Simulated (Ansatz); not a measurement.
Level of theory: DFT, PBE, scalar-relativistic, collinear spin; plane waves to 420 eV with PAW datasets (Ansatz 0.2.0), Γ-centred 8×8×6 mesh, 0.05 eV Gaussian smearing; PAW files: Ansatz's generated set soft_2.

The calculation on XSb, where X is one element, gave:

```
Space group                                           : P6_3/mmc (No. 194)
Conventional cell                                     : a = 4.908 Å, b = 4.908 Å, c = 6.623 Å, α = 90.00°, β = 90.00°, γ = 120.00°
Volume                                                : 34.54 Å³/atom
Band gap                                              : zero (metallic)
Density of states at the Fermi level                  : about 0.7 states/(eV·atom)
Magnetic state                                        : ferromagnetic
Site spin moments                                     : X 6.75; Sb -0.06 μB
Spin moment of the cell                               : 13.67 μB
Bader charges                                         : X 1.30; Sb -1.30 e
f electrons (orthogonalised atomic orbitals)          : X 6.82
Formation energy from the elements (0 K, uncorrected) : -1.02 eV/atom
Bulk modulus (Birch–Murnaghan)                        : 37 GPa
Pressure derivative B0′                               : 3.9
```

Sites: X on 2c, Sb on 2a.

Problem. Which element is X?
A. Pm
B. Gd
C. Tb
D. Eu

Solution. D. X is Eu, so the compound is EuSb.

This is a trial structure made by placing the elements on a prototype's sites, so it needn't be the stable form.

Without a U the 4f levels of Eu lie too near the Fermi level, so their share of the states there, and what hangs on it, is overstated. For elements this heavy, spin–orbit coupling would shift levels and gaps; it isn't included here. Site moments are of spin, integrated over atomic spheres. The moments were started parallel, and the real magnetic order may be another.
